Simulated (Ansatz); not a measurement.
Relaxation of a generated cell, ScAl3 built in the AFLOW prototype AB3_hR8_148_c_f (D0_5, as in BiI3); 8 atoms in the cell, which starts as R-3, hexagonal axes (No. 148), hR8; a = 5.567 Å, b = 5.567 Å, c = 15.360 Å, α = 90.00°, β = 90.00°, γ = 120.00°. Method: r2SCAN (plane waves to 500 eV, PAW, scalar-relativistic; Ansatz, a program for electronic structure). Γ-centred k-mesh 7×7×7 on the run's cell (coarser than for final values), Fermi–Dirac smearing 0.05 eV. This is the first round of the run. 

The optimiser's lines from the output (shortened; P is positive under compression):

```
relax step   1: F+E_penalty+E_count = -7511.09759377 eV  Δ(F+E_penalty+E_count) = +0.000e0 eV  max|allowed force component| = 4.554e0 eV/Å  Δτ_max = 0.0000 Å  P = +29.527 GPa  Ω = 137.435 Å³  (7 SCF iters, dr2 threshold 1.00e-7 eV, accepted)
relax step   2: F+E_penalty+E_count = -7517.34631590 eV  Δ(F+E_penalty+E_count) = -6.249e0 eV  max|allowed force component| = 2.716e0 eV/Å  Δτ_max = 0.1945 Å  P = +16.608 GPa  Ω = 144.101 Å³  (8 SCF iters, dr2 threshold 8.00e-7 eV, accepted)
relax step   3: F+E_penalty+E_count = -7521.03297569 eV  Δ(F+E_penalty+E_count) = -3.687e0 eV  max|allowed force component| = 1.473e0 eV/Å  Δτ_max = 0.1946 Å  P = +8.217 GPa  Ω = 151.167 Å³  (8 SCF iters, dr2 threshold 8.00e-7 eV, accepted)
relax step   4: F+E_penalty+E_count = -7523.13080665 eV  Δ(F+E_penalty+E_count) = -2.098e0 eV  max|allowed force component| = 9.277e-1 eV/Å  Δτ_max = 0.2000 Å  P = +3.030 GPa  Ω = 153.645 Å³  (8 SCF iters, dr2 threshold 8.00e-7 eV, accepted)
relax step   5: F+E_penalty+E_count = -7524.21356421 eV  Δ(F+E_penalty+E_count) = -1.083e0 eV  max|allowed force component| = 5.996e-1 eV/Å  Δτ_max = 0.1942 Å  P = +0.920 GPa  Ω = 152.416 Å³  (7 SCF iters, dr2 threshold 8.00e-7 eV, accepted)
relax step   6: F+E_penalty+E_count = -7524.79242854 eV  Δ(F+E_penalty+E_count) = -5.789e-1 eV  max|allowed force component| = 5.931e-1 eV/Å  Δτ_max = 0.2000 Å  P = -1.207 GPa  Ω = 152.379 Å³  (7 SCF iters, dr2 threshold 8.00e-7 eV, accepted)
relax step   7: F+E_penalty+E_count = -7525.27783015 eV  Δ(F+E_penalty+E_count) = -4.854e-1 eV  max|allowed force component| = 9.716e-1 eV/Å  Δτ_max = 0.1568 Å  P = -2.339 GPa  Ω = 151.753 Å³  (7 SCF iters, dr2 threshold 8.00e-7 eV, accepted)
relax step   8: F+E_penalty+E_count = -7526.01870185 eV  Δ(F+E_penalty+E_count) = -7.409e-1 eV  max|allowed force component| = 9.684e-1 eV/Å  Δτ_max = 0.1954 Å  P = -3.551 GPa  Ω = 150.169 Å³  (7 SCF iters, dr2 threshold 8.00e-7 eV, accepted)
relax step   9: F+E_penalty+E_count = -7527.28290922 eV  Δ(F+E_penalty+E_count) = -1.264e0 eV  max|allowed force component| = 4.729e-1 eV/Å  Δτ_max = 0.1960 Å  P = -3.242 GPa  Ω = 142.596 Å³  (7 SCF iters, dr2 threshold 8.00e-7 eV, accepted)
relax step  10: F+E_penalty+E_count = -7527.53923387 eV  Δ(F+E_penalty+E_count) = -2.563e-1 eV  max|allowed force component| = 8.256e-2 eV/Å  Δτ_max = 0.1051 Å  P = -0.426 GPa  Ω = 137.098 Å³  (6 SCF iters, dr2 threshold 8.00e-7 eV, accepted)
relax step  11: F+E_penalty+E_count = -7527.54181365 eV  Δ(F+E_penalty+E_count) = -2.580e-3 eV  max|allowed force component| = 2.054e-3 eV/Å  Δτ_max = 0.0136 Å  P = -0.025 GPa  Ω = 136.506 Å³  (4 SCF iters, dr2 threshold 8.00e-7 eV, accepted)
relax step  12: F+E_penalty+E_count = -7527.54182808 eV  Δ(F+E_penalty+E_count) = -1.443e-5 eV  max|allowed force component| = 7.497e-5 eV/Å  Δτ_max = 0.0005 Å  P = -0.004 GPa  Ω = 136.476 Å³  (5 SCF iters, dr2 threshold 3.18e-9 eV, accepted)
relax step  13: F+E_penalty+E_count = -7527.54209072 eV  Δ(F+E_penalty+E_count) = -2.626e-4 eV  max|allowed force component| = 7.834e-5 eV/Å  Δτ_max = 0.0000 Å  P = +0.002 GPa  Ω = 136.476 Å³  stress off target by 6.46e-3 GPa  SCF on the basis re-selected at this cell (its energy is not comparable with the rows above)  (6 SCF iters)
```

From the first to the last row the energy changes by -2.06 eV/atom and the volume by -0.7 %. The last row is marked as not comparable with the walk above it, whose basis was carried along; it does compare with step 1, since both stand on a basis selected at the nominal cutoff for their own cell.

Later rounds, restarted from the end of this one on a renewed k-mesh, logged 4 more steps and released under 0.01 eV/atom more. The final structure after all rounds: Pm-3m (No. 221), cP4, Cu3Au type; a = 4.086 Å, b = 4.086 Å, c = 4.086 Å, α = 90.00°, β = 90.00°, γ = 90.00°. Between re-selections the logged energies stand on a plane-wave basis carried along with the cell. No spin polarisation in the result.

The run could not lose the symmetry of its start.
